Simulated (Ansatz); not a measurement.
Level of theory: Ansatz 0.2.0, DFT PBE, scalar-relativistic, plane waves, PAW. All cells share a 420 eV cutoff and Γ-centred k meshes spaced at most about 0.3 Å⁻¹ (about 0.25 or finer for metals, 2π included). No spin polarisation in the final relaxations.

All energies are static (0 K, no zero-point motion).

Two forms of HfGa2As2 were relaxed alike.

A. Space group P6mm (No. 183), hexagonal, a = 4.632 Å, c = 5.438 Å. Hf is surrounded by 6 As at 2.91 Å and 6 Ga at 3.14 Å; Ga is surrounded by 2 As at 2.64–2.79 Å, 3 Ga at 2.67 Å and 3 Hf at 3.14 Å; As is surrounded by 2 Ga at 2.64–2.79 Å, 3 As at 2.67 Å and 3 Hf at 2.91 Å.

B. Space group P4/mmm (No. 123), tetragonal, a = 3.616 Å, c = 7.661 Å. Hf is surrounded by 8 As at 2.90 Å; Ga has 4 Ga at 2.56 Å and 4 As at 3.05 Å; As is surrounded by 1 As at 2.75 Å, 4 Hf at 2.90 Å, 4 Ga at 3.05 Å and 4 As at 3.62 Å.

Question: Which form is favoured at zero pressure, and by what margin per atom?

Answer: B is lower, by 83 meV/atom. A has space group P6mm (No. 183), 20.2 Å³/atom and no gap on its mesh; B has space group P4/mmm (No. 123), 20.0 Å³/atom and no gap. Counting As atoms around Ga and Hf (those within 1.25 times the shortest such distance or 1.15 times the sum of covalent radii, 1.27 where that leaves under three; the shortest distance is added where it exceeds 1.18 times the sum of covalent radii), A has Hf 6, Ga 2 and B has Hf 8, Ga 4 from 3.1 Å. Both come from invented guesses. A third cell relaxed alike, in P-3m1, lies 175 meV/atom below the lower of the two.

Spin–orbit coupling, which can matter for Hf, is left out. Cells relaxed within their symmetry can be saddle points.
